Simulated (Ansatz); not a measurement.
A geometry of ZrO2 away from equilibrium: step 31 of the relaxation of a relaxed ZrO2 cell, doubled along one cell vector, shaken by Gaussian noise of σ = 0.08 Å a coordinate. Computed with PBEsol (plane waves to 420 eV, PAW, scalar-relativistic; Ansatz, an electronic-structure program). Γ-centred k-mesh 9×9×5 on the run's cell (coarser than for final values), Fermi–Dirac smearing 0.05 eV.

```xyz
6
Lattice="1.6175 0.3665 5.1862 -2.0982 0.3713 5.3342 -0.4724 -2.7762 10.7528" Properties=species:S:1:pos:R:3:forces:R:3 pbc="T T T" free_energy=-10511.442 pressure_GPa=3.1
Zr     0.7324    -0.3150     1.3786   -0.0042    0.0010   -0.0017
Zr    -1.0017    -1.8912     4.0133    0.0044   -0.0008    0.0017
O     -0.4253    -0.0699     4.8355    0.0009   -0.0005    0.0043
O     -1.2516    -1.5903     8.3577   -0.0013    0.0002    0.0004
O      0.5016     0.1220     7.5546    0.0011   -0.0005   -0.0004
O     -0.3247    -1.3984    11.0767   -0.0010    0.0005   -0.0043
```

Positions in Å, forces in eV/Å, free energy of the cell in eV (comparable only within this code, potentials and settings). Largest force: all forces are below 0.005 eV/Å; the geometry lies 0.01 eV/atom above the end of its relaxation.

No spin polarisation in the result.

The end of the path is a generated cell of ZrO2: the first start was made by placing the elements on the sites of a structure type, and the end was not matched to a known phase here, so it may be hypothetical. Known forms of ZrO2 include space group No. 14, 137, 225.
